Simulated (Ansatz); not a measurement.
**LaTl$_{3}$: elastic constants from stress and strain**

```yaml
crystal:
  lattice:
    - [4.79900, 0.00000, 0.00000]
    - [0.00000, 4.79900, 0.00000]
    - [0.00000, 0.00000, 4.79900]
  atoms:
    - { symbol: La, position: [0.00000, 0.00000, 0.00000] }
    - { symbol: Tl, position: [0.00000, 0.50000, 0.50000] }
    - { symbol: Tl, position: [0.50000, 0.00000, 0.50000] }
    - { symbol: Tl, position: [0.50000, 0.50000, 0.00000] }
```

Atoms are numbered in the order listed.

The cell is COD entry 1538104, as deposited and not checked against the literature; nothing was relaxed.

Spin–orbit coupling is left out, though it moves levels of the heavy atoms by tenths of an eV or more.

These are results of Ansatz 0.2.0, DFT, PBEsol, all-electron LAPW, scalar-relativistic, not measurements.

Settings: a Γ-centred 8×8×8 k mesh, Fermi–Dirac smearing of 0.05 eV, basis error target 1 meV/atom, no spin polarisation.

The unstrained cell is at -0.15 GPa. Large strains and very small stresses are left out. Each strain is applied once, with fractional coordinates held (clamped ions), and σ below is the change of stress, positive in tension. One finite strain gives stress–strain coefficients at this pressure with an error of the order of the strain times third-order constants, a few per cent for each per cent of strain. In a metal the k mesh adds noise of tens of per cent to soft shears.

**Question.** Estimate the stiffness probed by this change, and the stress that it gives: equal xy, yz and zx engineering shear strains of -1 %.

**Answer.** σxy = -0.32 GPa and γxy = 2εxy = -0.0100, so C44 (clamped ions) = σxy/γxy = 32 GPa.

**Question.** With equal xy, yz and zx engineering shear strains of +1 %, the run gives σxy = 0.33 GPa and γxy = 2εxy = 0.0100. Which stiffness follows?

**Answer.** C44 (clamped ions) = σxy/γxy = 33 GPa.
